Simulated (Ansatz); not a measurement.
Level of theory: Ansatz 0.2.0, DFT PBE, scalar-relativistic, plane waves, PAW. Settings: cutoff 420 eV, Γ-centred meshes spaced at most about 0.3 Å⁻¹, and about 0.25 Å⁻¹ or finer for metals (2π included), Gaussian smearing. No spin polarisation in the final relaxations.

All energies are static (0 K, no zero-point motion). All come from trial cells, and lower structures may exist.

**Question.** These unrelaxed guesses for HfTe₄ are each relaxed within their symmetry. Order them by the energy at which they end, lowest first.
A.

```
CELL_PARAMETERS angstrom
5.36941 0.00000 0.00000
0.00000 5.36941 0.00000
0.00000 0.00000 5.36941
ATOMIC_POSITIONS crystal
Hf 0.50000 0.50000 0.50000
Te 0.79635 0.79635 0.79635
Te 0.20365 0.20365 0.79635
Te 0.20365 0.79635 0.20365
Te 0.79635 0.20365 0.20365
```

B.

```
CELL_PARAMETERS angstrom
-2.69413 2.69413 5.09392
2.69413 -2.69413 5.09392
2.69413 2.69413 -5.09392
ATOMIC_POSITIONS crystal
Hf 0.00000 0.00000 0.00000
Te 0.24500 0.24500 0.00000
Te 0.75500 0.75500 0.00000
Te 0.50000 0.00000 0.50000
Te 0.00000 0.50000 0.50000
```

C.

```
CELL_PARAMETERS angstrom
-3.37968 3.37968 3.37968
3.37968 -3.37968 3.37968
3.37968 3.37968 -3.37968
ATOMIC_POSITIONS crystal
Hf 0.00000 0.00000 0.00000
Te 0.00000 0.00000 0.50000
Te 0.00000 0.50000 0.00000
Te 0.50000 0.00000 0.00000
Te 0.50000 0.50000 0.50000
```

**Answer.** B (ends in I4/mmm, 0 meV/atom), C (ends in Im-3m, 62 meV/atom), A (ends in P-43m, 0.33 eV/atom).

These runs have no spin–orbit coupling, which can matter for Hf and Te. A magnetic state wasn't ruled out in cells without spin, among them P-43m. Cells relaxed within their symmetry can be saddle points. Some candidate types were left out of the draw beforehand, so a known form may be missing.
